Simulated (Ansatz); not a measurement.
Calculated with Ansatz: In2RhCl4, relaxation

Run with:

```bash
ansatz run input.yaml --threads 2 --pin off --max-ram 3584MiB --backend cpu --events-out ev --progress --plain --runs-dir out
```

input.yaml:

```yaml
crystal:
  lattice:
    - [0.0, 5.520298, 5.520298]
    - [5.520298, 0.0, 5.520298]
    - [5.520298, 5.520298, 0.0]
  atoms:
    - { symbol: In, position: [0.625, 0.625, 0.625] }
    - { symbol: In, position: [0.125, 0.625, 0.625] }
    - { symbol: In, position: [0.625, 0.625, 0.125] }
    - { symbol: In, position: [0.625, 0.125, 0.625] }
    - { symbol: Rh, position: [0.0, 0.0, 0.0] }
    - { symbol: Rh, position: [0.25, 0.25, 0.25] }
    - { symbol: Cl, position: [0.384, 0.384, 0.384] }
    - { symbol: Cl, position: [0.402, 0.866, 0.866] }
    - { symbol: Cl, position: [0.384, 0.384, 0.848] }
    - { symbol: Cl, position: [0.866, 0.402, 0.866] }
    - { symbol: Cl, position: [0.848, 0.384, 0.384] }
    - { symbol: Cl, position: [0.866, 0.866, 0.866] }
    - { symbol: Cl, position: [0.384, 0.848, 0.384] }
    - { symbol: Cl, position: [0.866, 0.866, 0.402] }
  symmetry: { tolerance: 0.0003 }
kpoints:
  mp_grid: { grid: [6, 6, 6], shift: [0, 0, 0] }
magnetization:
  spin_polarized: false
scf:
  occupations: { method: fermi_dirac }
  lower_state_search: "off"
hamiltonian:
  pseudopotentials: { kind: paw }
  xc: r2scan
basis:
  ecutwfc: 500
  fft_grid_basis: typed
relax:
  max_steps: 80
  f_tol: 0.03
output:
  forces: true
  stress: true
  eigenvalues: true
  bader: true
  populations: true
  elf: true
  write_potential: true
  volumetric_format: npy
  dos:
    e_range: [-12, 8]
    de: 0.05
    projected: { site_lists: { Cl: [Cl], In: [In], Rh: [Rh] } }
  write_density: true
checkpoint:
  read: saved_state
```

Origin of the cell: a known structure type with other elements, at an estimated volume, so it need not be a known compound.

The smearing width isn't typed, so it takes its default of 0.1 eV.

The saved state is a converged single point of the same cell.

Steps:

```csv
step,ΔF (meV/atom),max force component (eV/Å),SCF iterations,step was
1,0.0,1.121,5,accepted
2,-160.0,0.441,8,accepted
3,-173.7,0.225,8,accepted
4,-177.0,0.005,7,accepted
5,-177.0,0.005,3,accepted
```

Step 1, with forces in eV/Å:

```xyz
14
Lattice="0.000 5.520 5.520 5.520 0.000 5.520 5.520 5.520 0.000" Properties=species:S:1:pos:R:3:forces:R:3 pbc="T T T" step=1
In    6.900    6.900    6.900    0.000    0.000    0.000
In    6.900    4.140    4.140    0.000    0.000    0.000
In    4.140    4.140    6.900    0.000    0.000    0.000
In    4.140    6.900    4.140    0.000    0.000    0.000
Rh    0.000    0.000    0.000    0.000    0.000    0.000
Rh    2.760    2.760    2.760    0.000    0.000    0.000
Cl    4.240    4.240    4.240   -1.121   -1.121   -1.121
Cl    9.561    7.000    7.000    1.121   -1.121   -1.121
Cl    6.801    6.801    4.240    1.121    1.121   -1.121
Cl    7.000    9.561    7.000   -1.121    1.121   -1.121
Cl    4.240    6.801    6.801   -1.121    1.121    1.121
Cl    9.561    9.561    9.561    1.121    1.121    1.121
Cl    6.801    4.240    6.801    1.121   -1.121    1.121
Cl    7.000    7.000    9.561   -1.121   -1.121    1.121
```

Step 2, with forces in eV/Å:

```xyz
14
Lattice="0.000 5.520 5.520 5.520 0.000 5.520 5.520 5.520 0.000" Properties=species:S:1:pos:R:3:forces:R:3 pbc="T T T" step=2
In    6.900    6.900    6.900    0.000    0.000    0.000
In    6.900    4.140    4.140    0.000    0.000    0.000
In    4.140    4.140    6.900    0.000    0.000    0.000
In    4.140    6.900    4.140    0.000    0.000    0.000
Rh    0.000    0.000    0.000    0.000    0.000    0.000
Rh    2.760    2.760    2.760    0.000    0.000    0.000
Cl    4.127    4.127    4.127   -0.441   -0.441   -0.441
Cl    9.674    6.887    6.887    0.441   -0.441   -0.441
Cl    6.914    6.914    4.127    0.441    0.441   -0.441
Cl    6.887    9.674    6.887   -0.441    0.441   -0.441
Cl    4.127    6.914    6.914   -0.441    0.441    0.441
Cl    9.674    9.674    9.674    0.441    0.441    0.441
Cl    6.914    4.127    6.914    0.441   -0.441    0.441
Cl    6.887    6.887    9.674   -0.441   -0.441    0.441
```

Step 3, with forces in eV/Å:

```xyz
14
Lattice="0.000 5.520 5.520 5.520 0.000 5.520 5.520 5.520 0.000" Properties=species:S:1:pos:R:3:forces:R:3 pbc="T T T" step=3
In    6.900    6.900    6.900    0.000    0.000    0.000
In    6.900    4.140    4.140    0.000    0.000    0.000
In    4.140    4.140    6.900    0.000    0.000    0.000
In    4.140    6.900    4.140    0.000    0.000    0.000
Rh    0.000    0.000    0.000    0.000    0.000    0.000
Rh    2.760    2.760    2.760    0.000    0.000    0.000
Cl    4.066    4.066    4.066    0.225    0.225    0.225
Cl    9.734    6.826    6.826   -0.225    0.225    0.225
Cl    6.974    6.974    4.066   -0.225   -0.225    0.225
Cl    6.826    9.734    6.826    0.225   -0.225    0.225
Cl    4.066    6.974    6.974    0.225   -0.225   -0.225
Cl    9.734    9.734    9.734   -0.225   -0.225   -0.225
Cl    6.974    4.066    6.974   -0.225    0.225   -0.225
Cl    6.826    6.826    9.734    0.225    0.225   -0.225
```

Step 5, with forces in eV/Å:

```xyz
14
Lattice="0.000 5.520 5.520 5.520 0.000 5.520 5.520 5.520 0.000" Properties=species:S:1:pos:R:3:forces:R:3 pbc="T T T" step=5
In    6.900    6.900    6.900    0.000    0.000    0.000
In    6.900    4.140    4.140    0.000    0.000    0.000
In    4.140    4.140    6.900    0.000    0.000    0.000
In    4.140    6.900    4.140    0.000    0.000    0.000
Rh    0.000    0.000    0.000    0.000    0.000    0.000
Rh    2.760    2.760    2.760    0.000    0.000    0.000
Cl    4.084    4.084    4.084    0.005    0.005    0.005
Cl    9.717    6.844    6.844   -0.005    0.005    0.005
Cl    6.957    6.957    4.084   -0.005   -0.005    0.005
Cl    6.844    9.717    6.844    0.005   -0.005    0.005
Cl    4.084    6.957    6.957    0.005   -0.005   -0.005
Cl    9.717    9.717    9.717   -0.005   -0.005   -0.005
Cl    6.957    4.084    6.957   -0.005    0.005   -0.005
Cl    6.844    6.844    9.717    0.005    0.005   -0.005
```

| Property | Result |
| --- | --- |
| Free energy lowered by | 177.0 meV/atom |
| Final pressure | 5.77 GPa |
| Relaxation steps listed | 5 |

Caveats: no moments, though an odd count or open d shells may carry them; the SCF threshold is looser than advised for a stress; the relaxation held the start's symmetry, so the end may be a saddle point.

The run took 4.7 min on 2 threads of Arm Neoverse V1, on a shared host, peak memory 2 GiB, from a saved density.
